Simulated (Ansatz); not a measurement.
Relaxed-ion elastic tensor of La (bcc (W type), space group No. 229) in GPa (Voigt order), DFT-r²SCAN in the program Ansatz with PAW potentials; density 6.03 g/cm³, 38.25 Å³ per atom.

|  | 1 | 2 | 3 | 4 | 5 | 6 |
|---|---|---|---|---|---|---|
| 1 | -2.8 | 39.3 | 39.3 | 0.0 | 0.0 | 0.0 |
| 2 | 39.3 | -2.8 | 39.3 | 0.0 | 0.0 | 0.0 |
| 3 | 39.3 | 39.3 | -2.8 | 0.0 | 0.0 | 0.0 |
| 4 | 0.0 | 0.0 | 0.0 | 7.9 | 0.0 | 0.0 |
| 5 | 0.0 | 0.0 | 0.0 | 0.0 | 7.9 | 0.0 |
| 6 | 0.0 | 0.0 | 0.0 | 0.0 | 0.0 | 7.9 |

Problem. Is the crystal mechanically stable?

Solution. No: the smallest eigenvalue of C is -42.2 GPa.

Space group Im-3m (bcc (W type)). The cell is a constructed one: a structure type filled with these elements; the Crystallography Open Database copy checked does not list it. It is not the phase usual at ambient conditions (space group No. 194). Symmetry was held in the r²SCAN relaxation. At this level the phase is mechanically unstable. As this level gives no gap, shear constants depend on the k-mesh and smearing (Fermi–Dirac, 0.1 eV here). Scalar-relativistic: spin–orbit coupling is off unless named, which matters more the heavier the elements.

Potentials: the later of the program's two PAW sets.
